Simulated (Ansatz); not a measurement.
This is a single-point calculation with the plane-wave code Ansatz on WSe2 as a 2H monolayer; the level of theory is HSE06. The cell was relaxed with r2SCAN and then strained (in-plane biaxial -3.0 %), with the atoms relaxed again with r2SCAN; k points keep the names of the unstrained zone.

input.yaml:
```yaml
crystal:
  lattice:
    - [3.2149895971, 0.0, 0.0]
    - [-1.6074947985, 2.784262664, 0.0]
    - [0.0, 0.0, 31.2377754424]
  atoms:
    - { symbol: W, position: [0.3333333333, 0.6666666667, 0.2881127056] }
    - { symbol: Se, position: [0.6666666667, 0.3333333333, 0.3424561107] }
    - { symbol: Se, position: [0.6666666667, 0.3333333333, 0.2337693005] }
  periodic: [true, true, false]
kpoints:
  mp_grid: { grid: [6, 6, 1] }
  band_path:
    path:
      - [0.0, 0.0, 0.0]
      - [0.5, 0.0, 0.0]
      - [0.3333333333, 0.3333333333, 0.0]
      - [0.174479, 0.174479, 0.0]
    npoints: 1
hamiltonian:
  xc: hse06
scf:
  occupations: { method: fixed }
  n_extra_bands: 4
output:
  forces: true
  stress: true
  eigenvalues: true
```

It took 65 s on 1 × NVIDIA H100 80GB HBM3 with 2 threads of AMD EPYC 7R13 Processor (Zen 3), on a shared host, load about 1.4 per core; peak host memory 3 GiB.

Main lines of the log:
```
scf.n_extra_bands = 4 over 23 filled bands (N_el = 46.0): the run solves 27 bands
Functional definition: HSE06
Crystal: 3 atoms, lattice volume = 279.621 Å³
Basis set: ecut = 420 eV, 5541 PW (Γ)
Symmetry: 12 space group operations
Space group: P-6m2 (ITA 187)
k-points: 7 of 36 (time reversal used)
Exchange kernel: α = 0.2500, screened, ω = 0.2079 Å⁻¹, Wigner–Seitz truncation, v(0) = 1044.7224 eV·Å³, q-mesh 6×6×1
hybrid outer 1: dexx = +9.819e-3 eV, tail = 1.02e-4 eV
hybrid outer 2: dexx = +6.795e-7 eV, tail = 3.20e-8 eV, Δε = 1.16e-3 eV, ΔF = 7.38e-3 eV/Å
hybrid outer 3: dexx = +2.528e-10 eV, tail = 1.02e-9 eV, Δε = 4.17e-5 eV, ΔF = 1.19e-4 eV/Å
NSCF: frozen V_eff on 4 k-points
Free energy (F): -21328.571643 eV
Fermi energy:    -5.389062 eV
--- Forces (eV/Å), atoms counted from 1 ---
  atom   1  W       0.00000      0.00000      0.00000
  atom   2  Se      0.00000      0.00000    -0.19712
  atom   3  Se      0.00000      0.00000      0.19712
--- 2D stress c σ (N/m, compression-positive) ---
        3.470230       0.000000       0.000000
        0.000000       3.470230       0.000000
        0.000000       0.000000       0.000000
  P = ½ c Tr σ = 3.4702 N/m
--- Band table (eV; the first three rows and the last of 7) ---
  k-point 0: bands = […, -8.2294, -7.9320, -7.9320, -6.5265, -6.5265, -6.1010, -1.4886, -1.4886, -1.3618, -1.3618]
  k-point 1: bands = […, -9.1850, -8.9241, -7.4545, -7.2549, -6.9585, -6.2456, -2.7086, -1.9932, -1.9000, -0.8214]
  k-point 2: bands = […, -10.5123, -10.4782, -8.2975, -7.8707, -6.9525, -6.5671, -2.6831, -2.2594, -1.2967, -0.1212]
  k-point 6: bands = […, -11.5248, -10.4857, -9.6625, -9.3445, -8.3068, -5.3891, -2.9115, -2.0421, -0.9472, 0.9171]
```

The rows of the band table are 0: (0, 0, 0) = Γ, 1: (0, 1/6, 0), 2: (0, 1/3, 0), 6: (1/3, 1/3, 0) = K.

bands.tsv, columns around the gap (it counts bands from 0):
```tsv
# k_distance	band_18	band_19	band_20	band_21	band_22	band_23	band_24	band_25	band_26
# fermi_ev = -5.389062
# [0, 0, 0] at k_distance = 0.000000
# [0.5, 0, 0] at k_distance = 1.128339
# [0.3333333333, 0.3333333333, 0] at k_distance = 1.779786
# [0.174479, 0.174479, 0] at k_distance = 2.400697
# levels_relative_to = fermi_ev
0.000	-2.543	-2.543	-1.137	-1.137	-0.712	3.900	3.900	4.027	4.027
1.128	-4.878	-3.323	-2.733	-1.293	-0.863	3.441	3.603	4.559	5.427
1.780	-5.097	-4.273	-3.955	-2.918	0.000	2.478	3.347	4.442	6.306
2.401	-4.418	-3.799	-2.369	-1.677	-0.894	2.108	3.326	3.459	5.256
```
In order the rows are Γ, M, K, Γ–K (0.52).

With HSE06 the valence top lies at K and the conduction bottom at Γ–K (0.52 of the way from Γ), 2.11 eV higher; the smallest vertical gap, at K, is 2.48 eV. With the atoms held, the mean in-plane stress is +3.5 N/m (compression positive). The stress of a hybrid is loosely converged here. The largest force is 0.20 eV/Å.

Spin-unpolarised throughout; all numbers are computed.

No spin-orbit coupling is included; it can move band edges with weight on the heavy atoms by tenths of an eV.

The meshes of the hybrids are coarse, so their gaps aren't converged to the digits shown.
